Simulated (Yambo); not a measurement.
Yambo input for Na2CO3 (space group P6_3/mmc, No. 194) (a = 5.2106 Å, b = 5.2106 Å, c = 6.0727 Å, α = 90.00°, β = 90.00°, γ = 120.00°), on LDA (Quantum ESPRESSO, PseudoDojo norm-conserving, 88 Ry, without SOC) wavefunctions on a 3×3×4 mesh:

```
optics
chi
dipoles
kernel
FFTGvecs= 40 Ry
Chimod= "HARTREE"
NGsBlkXd= 3 Ry
% QpntsRXd
 1 | 1 |
%
% BndsRnXd
 5 | 123 |
%
GrFnTpXd= "R"
% EnRngeXd
 0.0 | 20.0 | eV
%
% DmRngeXd
 0.2 | 0.2 | eV
%
CGrdSpXd= 50
ETStpsXd= 161
% LongDrXd
 1.0 | 0.0 | 0.0 |
%
% XfnQP_E
 3.14 | 1.0 | 1.0 |
%
```

First lines of the file o-*.eps_q1_inv_rpa_dyson:

```
Absorption @ Q(1):   1.00000000     0.00000000     0.00000000    [q->0 direction]
#
# [ X ] Hartree size     :   97
# [GEN] GF Energies     : Slater exchange(X)+Perdew & Wang(C)+ user defined corrections @E
# [GEN] Green`s Function     : Retarded
#
# [GEN] Gauge     : Length
# [GEN] [r,Vnl] included     : yes
#
#    E[1] [eV]     Im(eps)     Re(eps)     Im(eps_o)     Re(eps_o)
#
     0.000000     0.653180E-5     2.132059     0.32355E-17     2.344383
     0.125000     0.294806E-3     2.132149     0.393909E-3     2.344506
     0.250000     0.583492E-3     2.132419     0.788427E-3     2.344874
     0.375000     0.873000E-3     2.132870     0.001184     2.345490
     0.500000     0.001164     2.133501     0.001582     2.346353
     0.625000     0.001456     2.134315     0.001982     2.347465
     0.750000     0.001751     2.135312     0.002385     2.348828
     0.875000     0.002048     2.136493     0.002792     2.350443
     1.000000     0.002348     2.137860     0.003203     2.352314
     1.125000     0.002651     2.139416     0.003620     2.354443
     1.250000     0.002958     2.141163     0.004042     2.356833
     1.375000     0.003270     2.143102     0.004471     2.359489
     1.500000     0.003587     2.145238     0.004907     2.362415
     1.625000     0.003909     2.147573     0.005351     2.365616
     1.750000     0.004237     2.150111     0.005805     2.369097
     1.875000     0.004572     2.152856     0.006268     2.372863
     2.000000     0.004914     2.155812     0.006742     2.376922
     2.125000     0.005264     2.158983     0.007228     2.381280
     2.250000     0.005623     2.162376     0.007727     2.385946
     2.375000     0.005991     2.165996     0.008240     2.390927
     2.500000     0.006369     2.169848     0.008768     2.396232
     2.625000     0.006759     2.173940     0.009313     2.401872
     2.750000     0.007160     2.178278     0.009876     2.407858
     2.875000     0.007575     2.182871     0.010458     2.414200
     3.000000     0.008004     2.187726     0.011062     2.420912
     3.125000     0.008448     2.192854     0.011688     2.428007
     3.250000     0.008908     2.198263     0.012340     2.435501
     3.375000     0.009387     2.203965     0.013019     2.443409
     3.500000     0.009885     2.209971     0.013727     2.451749
     3.625000     0.010405     2.216295     0.014467     2.460540
     3.750000     0.010948     2.222949     0.015242     2.469803
     3.875000     0.011516     2.229949     0.016055     2.479561
     4.000000     0.012112     2.237312     0.016910     2.489837
```
(The file goes on to the top of the energy range.) Convergence of the RPA response with its 3×3×4 mesh was not tested. The scissor comes from a G0W0 run whose convergence isn't established.

Geometry of the Materials Project entry, not relaxed at this level.

The structure is a Materials Project entry; no match was found in the copy of COD used, and its stability was not checked.
